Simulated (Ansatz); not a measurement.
Input and command of a calculation in Ansatz (plane waves; scalar-relativistic PAW potentials unless the input names others):

```yaml
crystal:
  lattice:
    - [0.0, 2.02398, 2.02398]
    - [2.02398, 0.0, 2.02398]
    - [2.02398, 2.02398, 0.0]
  atoms:
    - { symbol: Al, position: [0.0, 0.0, 0.0] }
basis:
  ecutwfc: 500
kpoints:
  mp_grid: { grid: [1, 1, 1] }
hamiltonian:
  xc: r2scan
scf:
  occupations: { method: gaussian, width: 0.15 }
  max_iter: 50
output:
  forces: true
  eigenvalues: true
  stress: true
```

```bash
ansatz run input.yaml --threads 1 --pin off --max-ram 2560MiB --backend cpu --events-out ev --progress --plain --runs-dir out
```

Abridged log:
```
Pseudopotentials: kind: paw
Pseudopotential: Al, paw, valence charge 3, recommended cutoff 500 eV (meta_gga)
Functional definition: r2SCAN
Crystal: 1 atom, lattice volume = 16.582 Å³
Basis set: ecut = 500 eV, 411 PW (Γ), exchange–correlation on 96×96×96 points (64 copies of the dense FFT grid, shifted against one another)
Bands: 6, of which v1, the nominal top of the filled ones, is band 2 counted from 1 (1 counted from 0)
Symmetry: 48 space group operations
Space group: Fm-3m (ITA 225), of the structure as read, at distance tolerance 2.6e-5 Å
k-points: 1
Initial density: superposition of atomic densities (neutral atoms: chi_scale 0, normalization atom), corrected by the library's trained network
Initial wavefunctions: pseudopotential atomic-orbital guess
Functional: x = r2scan, c = r2scan; τ floored in thin density (d = 2e-4 eV/Å³)
SCF iter   1: F=—  HF=-536.803053 eV  |F-HF|=—  |Δ(HF+E_count)|=         —  Δρ=2.51e-2  dr2=5.34e-2  dr2_τ=1.92e-2  ethr=1.77e-3  ⟨swp⟩=5.0  Hψ=51  notcnv=0
SCF iter   2: F=—  HF=-536.893400 eV  |F-HF|=—  |Δ(HF+E_count)|=   9.03e-2  Δρ=1.30e-2  dr2=1.41e-2  dr2_τ=1.04e-4  ethr=1.77e-3  ⟨swp⟩=3.0  Hψ=17  notcnv=0
SCF iter   3: F=—  HF=-536.938935 eV  |F-HF|=—  |Δ(HF+E_count)|=   4.55e-2  Δρ=1.33e-3  dr2=2.21e-4  dr2_τ=5.05e-6  ethr=4.70e-4  ⟨swp⟩=2.0  Hψ=12  notcnv=0
SCF iter   4: F=—  HF=-536.939336 eV  |F-HF|=—  |Δ(HF+E_count)|=   4.00e-4  Δρ=6.09e-4  dr2=4.57e-5  dr2_τ=6.00e-7  ethr=7.37e-6  ⟨swp⟩=2.0  Hψ=7  notcnv=0
SCF iter   5: F=—  HF=-536.939450 eV  |F-HF|=—  |Δ(HF+E_count)|=   1.15e-4  Δρ=1.16e-5  dr2=1.19e-8  dr2_τ=7.08e-10  ethr=3.33e-9  ⟨swp⟩=7.0  Hψ=56  notcnv=0
SCF iter   6: F=-536.939450 eV  HF=-536.939450 eV  |F-HF|=6.74e-10  |Δ(HF+E_count)|=   5.38e-8  Δρ=1.28e-6  dr2=1.24e-10  dr2_τ=3.00e-12  ethr=3.98e-10  ⟨swp⟩=1.0  Hψ=19  notcnv=0
SCF 1 converged in 6 iterations: F = -536.939450 eV  dr2 = 1.24e-10
SCF converged after 6 iterations
Free energy (F): -536.939450 eV
Harris-Foulkes:  -536.939450 eV  (|F-HF|=6.74e-10)
Internal energy: -536.780446 eV  (E = F + TS)
E sigma→0 (E₀):  -536.859948 eV
Entropy (-TS):   -0.159004 eV (-159.004 meV/atom)
Fermi energy:    20.697824 eV
--- Forces (eV/Å), atoms counted from 1 ---
  atom   1  Al     0.00000000     0.00000000     0.00000000
--- Stress (GPa, compression-positive) ---
       -1.851023       0.000000       0.000000
        0.000000      -1.851023       0.000000
        0.000000       0.000000      -1.851023
  P = ⅓ Tr σ = -1.8510 GPa (-18.510 kbar)
```

Task: Find the fault.

Result: The fault is one k-point for a small cell (kpoints.mp_grid.grid: [20, 20, 20] → [1, 1, 1], the first being the value of the sound run). Setting it back cures it. The run converged all the same, with an energy at zero smearing 3.5 eV/atom above the reference's, pressure -1.85 GPa, largest force 0.000 eV/Å, no gap on the mesh, so convergence alone doesn't show that an input is right. A reference run from the same start on usual settings converged with pressure -3.50 GPa, largest force 0.000 eV/Å, no gap on the mesh.

It took 0.75 s on 1 thread of AMD EPYC 7R43 64-Core Processor (Zen 3), with other jobs on the host, peak memory 0.35 GiB.